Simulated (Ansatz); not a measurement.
## ¹¹B NMR of the central transition in BN under strain

Cell: a structure deposited in the COD, relaxed with PBE at fixed cell and then changed (z compressed by 3 %, ions relaxed).

```cif
data_structure
_symmetry_space_group_name_H-M 'P 1'
_symmetry_Int_Tables_number 1
_cell_length_a 2.5400
_cell_length_b 2.5400
_cell_length_c 6.4001
_cell_angle_alpha 90.000
_cell_angle_beta 90.000
_cell_angle_gamma 120.000
_cell_volume 35.76
loop_
_atom_site_label
_atom_site_type_symbol
_atom_site_fract_x
_atom_site_fract_y
_atom_site_fract_z
_atom_site_occupancy
B1 B 0.33333 0.66667 0.25000 1
B2 B 0.66667 0.33333 0.75000 1
N3 N 0.33333 0.66667 0.75000 1
N4 N 0.66667 0.33333 0.25000 1
```

Sites (sets of like atoms) are named by element and the number of their first atom in this list.

The numbers come from a DFT calculation in Ansatz (PBE, plane waves and PAW, scalar-relativistic, 420 eV cutoff, Γ-centred 13×13×5 k-points, Fermi–Dirac smearing 0.02 eV).

¹¹B has I = 3/2 and Q = 40.59 mb (Pyykkö 2018); at 11.7 T its Larmor frequency is ν₀ = 159.9 MHz. Only the quadrupole interaction is simulated: positions count from each site's isotropic chemical shift, and J coupling is left out, as are shift anisotropy and dipolar coupling, which fast spinning averages.

(1) What does the ¹¹B spectrum (fast magic-angle spinning) show for each site?

Results:

(1) 

```
site    first shell  C_Q (MHz)     η  P_Q (MHz)  δ_QIS (ppm)  breadth (kHz)
   B  3 N at 1.47 Å       2.70  0.00       2.70        -7.14           2.44
```

δ_QIS = −(ν_Q²/30ν₀²)[I(I+1) − 3/4](1 + η²/3) × 10⁶ ppm with ν_Q = 3|C_Q|/[2I(2I−1)]; it falls as 1/B₀² in ppm, and the breadth as 1/B₀ in kHz.

An axis of threefold or higher order runs through B, so V_zz lies along it and η is zero.

At this changed cell the PBE pressure is -6 GPa.

The relaxation (1 step) took 2.1 s of wall time (2.1 s of CPU time) and 0.4 GiB at its peak, on 1 thread of Intel Xeon Platinum 8488C (Sapphire Rapids) (x86_64; 16 cores open to the job, memory cap 3.0 GiB, no GPU), a shared host with a load of 0.2 a core.
